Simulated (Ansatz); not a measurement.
Relaxed-ion elastic tensor of AlGaN2 in space group P3m1 (No. 156; Pearson symbol hP8) in GPa (Voigt order), r²SCAN in the plane-wave PAW code Ansatz; density 4.75 g/cm³, 10.89 Å³ per atom.

|  | 1 | 2 | 3 | 4 | 5 | 6 |
|---|---|---|---|---|---|---|
| 1 | 384 | 135 | 99.2 | -0.1 | 0.0 | 0.0 |
| 2 | 135 | 384 | 99.2 | 0.1 | 0.0 | 0.0 |
| 3 | 99.2 | 99.2 | 399 | 0.0 | 0.0 | 0.0 |
| 4 | -0.1 | 0.1 | 0.0 | 108 | 0.0 | 0.0 |
| 5 | 0.0 | 0.0 | 0.0 | 0.0 | 108 | -0.1 |
| 6 | 0.0 | 0.0 | 0.0 | 0.0 | -0.1 | 124 |

**Question.** Is the crystal mechanically stable?

**Answer.** Yes: the smallest eigenvalue of C is 108 GPa.

**Question.** Work out the Voigt, Reuss and Hill averages.

**Answer.** K_V = 204, K_R = 204, K_H = 204; G_V = 124, G_R = 121, G_H = 123 GPa.

**Question.** Give Young's modulus, Poisson's ratio, Pugh's ratio and the universal anisotropy index.

**Answer.** E = 9KG/(3K + G) = 306 GPa; ν = 0.25; K/G = 1.66 (near the Pugh limit of 1.75, no verdict); A_U = 5G_V/G_R + K_V/K_R − 6 = 0.09.

**Question.** Estimate the sound speeds and the Debye temperature.

**Answer.** v_l = √((K + 4G/3)/ρ) = 8790 m/s, v_t = √(G/ρ) = 5080 m/s, mean 5640 m/s; Θ = (h/k)(3n/4πV)^(1/3) v_m = 757 K.

**Question.** Solve the Christoffel equation for the three sound speeds along x, y, z.

**Answer.** Eigenvalues of C_ijkl n_j n_l equal ρv² (piezoelectric stiffening left out). In km/s, slowest first: x 4.76, 5.12, 8.99; y 4.76, 5.12, 8.99; z 4.76, 4.76, 9.16.

**Question.** How much does each axis shrink under pressure?

**Answer.** Linear compressibilities β_i = Σ_j S_ij (j = 1 to 3): x 1.6, y 1.6, z 1.7 per TPa.

The start of the workflow was typed in or built on a structure type; the Crystallography Open Database copy checked does not list it. Its standing as an ambient phase is unchecked. The cell was relaxed with r²SCAN under the symmetry of its start; its stability against distortions is not shown here.

Potentials: the earlier of the program's two PAW sets.
